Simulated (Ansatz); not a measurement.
Problem. Monolayer TiTe2 (1T, P-3m1 in the vacuum cell, 3 atoms) is relaxed with PBE (plane waves, PAW; program Ansatz). What in-plane lattice and thickness result?

Solution. a = 3.752 Å; 3.49 Å between the outermost nuclei.

Electronic character: metallic. Work function: 4.79 eV. Gap with spin–orbit coupling: none. Highest zone-centre frequency: 260 cm⁻¹. Dynamical stability at Γ: no clearly imaginary mode.

The layer was cut from a bulk entry of the Materials Project (measured or hypothetical); whether that bulk phase is the ambient one, and whether the layer has been isolated, was not checked. Symmetry was held in the PBE relaxation. The run is not spin-polarised. As this level gives no gap, phonon frequencies hold no LO–TO term and depend on the k-mesh and smearing (Fermi–Dirac, 0.1 eV here). Scalar-relativistic: spin–orbit coupling is off unless named, which matters more the heavier the elements.

Potentials: the later of the program's two PAW sets.
